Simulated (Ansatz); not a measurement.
Monolayer Bi$_{2}$Se$_{3}$ (quintuple layer, P-3m1 in the vacuum cell, 5 atoms) is relaxed with plane-wave PAW r²SCAN+D4 (Ansatz code). What in-plane lattice and thickness result?

a = 4.138 Å; 6.99 Å between the outermost nuclei.

Band gap: 1.21 eV (indirect). Valence-band maximum: off the standard path, at k = (-0.062, 0.250, 0.000). Ionisation potential (Kohn–Sham): 6.20 eV. Electron affinity (Kohn–Sham): 4.98 eV. Electron effective mass with spin–orbit coupling, in the valley at Γ: 0.16 mₑ. Hole effective mass with spin–orbit coupling, in the valley off the standard path, at k = (-0.057, 0.250, 0.000): 1.2 along x, 0.65 along y (mₑ). Gap with spin–orbit coupling: 0.60 eV. HSE06 gap on the r²SCAN+D4 cell: 1.42 eV. HSE06 ionisation potential: 6.39 eV.

A layer that has been made, often on a substrate. The r²SCAN+D4 relaxation kept the symmetry of its start; its stability against distortions is not shown here. Scalar-relativistic: spin–orbit coupling is off unless named, which matters more the heavier the elements.

Potentials: the later of the program's two PAW sets.
